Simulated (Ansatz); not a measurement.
TaTe:
```yaml
crystal:
  lattice:
    - [1.77963, -5.03339, 0.00000]
    - [1.77963, 5.03339, 0.00000]
    - [0.00000, 0.00000, 4.68994]
  atoms:
    - { symbol: Te, position: [0.63745, 0.36255, 0.25000] }
    - { symbol: Ta, position: [0.92135, 0.07865, 0.25000] }
    - { symbol: Te, position: [0.36255, 0.63745, 0.75000] }
    - { symbol: Ta, position: [0.07865, 0.92135, 0.75000] }
```

Relaxed with PBEsol. Special points in fractions of this cell's reciprocal vectors: Γ (0.000, 0.000, 0.000); Y (-0.500, 0.500, 0.000); C0 (-0.281, 0.719, 0.000); Σ0 (0.281, 0.281, 0.000); Z (0.000, 0.000, 0.500); A0 (0.281, 0.281, 0.500); E0 (-0.281, 0.719, 0.500); T (-0.500, 0.500, 0.500); S (0.000, 0.500, 0.000); R (0.000, 0.500, 0.500).

### Question
List the band energies nearest the Fermi level at these points for plane-wave PAW PBEsol with spin–orbit coupling (Ansatz code).

### Answer
In eV from the Fermi level; about four levels below and three above (degenerate sets whole), none deeper than 8.9 eV; points with the same levels are listed once.

```json
[
 {"k": "Γ", "below": "-1.77 -1.77 -0.97 -0.97", "above": "0.37 0.37 1.34 1.34"},
 {"k": "Y", "below": "-0.97 -0.97 -0.33 -0.33", "above": "1.57 1.57 1.88 1.88"},
 {"k": "C0", "below": "-1.45 -1.45 -1.05 -1.05", "above": "0.21 0.21 0.43 0.43"},
 {"k": "Z", "below": "-1.88 -1.88 -1.88 -1.88", "above": "0.78 0.78 0.78 0.78"},
 {"k": "A0", "below": "-2.28 -2.28 -2.24 -2.24", "above": "0.28 0.28 0.43 0.43"},
 {"k": "T", "below": "-1.80 -1.80 -1.80 -1.80", "above": "0.60 0.60 0.60 0.60"},
 {"k": "S", "below": "-0.31 -0.31 -0.29 -0.29", "above": "0.04 0.04 1.36 1.36"},
 {"k": "R", "below": "-2.44 -2.44 -2.44 -2.44", "above": "0.75 0.75 0.75 0.75"}
]
```

Space group Cmcm. The start of the workflow was typed in or built on a structure type; neither database checked (COD, Materials Project) lists it. Whether it is the stable phase at ambient conditions was not checked. The cell was relaxed with PBEsol under the symmetry of its start; its stability against distortions is not shown here. No spin polarisation was allowed.

Potentials: the earlier of the program's two PAW sets. The files were generated under PBE; for other functionals the program regenerates the frozen cores, and for LDA and PBEsol the local potential too.
